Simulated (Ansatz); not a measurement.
# ZnPbO3: computed property card

ZnPbO3:
```
CELL_PARAMETERS angstrom
      2.71659     1.56843     4.77827
     -2.71659     1.56843     4.77827
      0.00000    -3.13685     4.77827
ATOMIC_POSITIONS crystal
  Zn 0.50104 0.50104 0.50104
  Zn 0.00104 0.00104 0.00104
  Pb 0.21932 0.21932 0.21932
  Pb 0.71932 0.71932 0.71932
  O  0.80277 0.12837 0.39921
  O  0.39921 0.80277 0.12837
  O  0.12837 0.39921 0.80277
  O  0.89921 0.62837 0.30277
  O  0.62837 0.30277 0.89921
  O  0.30277 0.89921 0.62837
```

Space group R3c (No. 161); conventional cell a = b = 5.4332 Å, c = 14.3348 Å, α = β = 90.00°, γ = 120.00°.

Method: plane-wave PAW PBEsol (Ansatz code). The cell and atoms are relaxed at this level. Other levels are named where they apply.

Cell and energy:

```
Quantity                                                      Result
-----------------------------------------------------  -------------
Volume per atom                                             12.22 Å³
Density                                                   8.72 g/cm³
Formation energy from the elements (no fitted shifts)  -1.07 eV/atom
```

Electronic structure:

```
Property                                                                                                   Result
------------------------------------  ---------------------------------------------------------------------------
Electronic character                  no gap, with almost no states at the Fermi level (zero-gap or semimetallic)
Density of states at the Fermi level                                 0.02 states/eV per atom (mean over ±0.08 eV)
Gap with spin–orbit coupling                                                                      none (metallic)
```

Mechanics:

```
Property                                Value
----------------------------------  ---------
Bulk modulus (Birch–Murnaghan fit)  1360 kbar
Pressure derivative B′                    4.0
```

Phonons:

```
Quantity                                        Value
-----------------------------  ----------------------
Highest zone-centre frequency                557 cm⁻¹
Zone-centre stability          no imaginary mode at Γ
```

The first step of the workflow began from a Materials Project structure, measured or hypothetical; the Crystallography Open Database copy checked does not list it. With Zn and Pb taken as one species the cell has the higher symmetry R-3c, so it may be an ordered model of a mixed-site phase. Its standing as an ambient phase is unchecked. The cell was relaxed with PBEsol under the symmetry of its start. A small band overlap can be real or an error of a semilocal functional. As this level gives no gap, phonon frequencies hold no LO–TO term and depend on the k-mesh and smearing (Fermi–Dirac, 0.1 eV here). The references are the lowest solids computed at this level, not always the standard phases (solids in place of the gases). Spin–orbit coupling is left out wherever it is not named.

Potentials: the later of the program's two PAW sets.
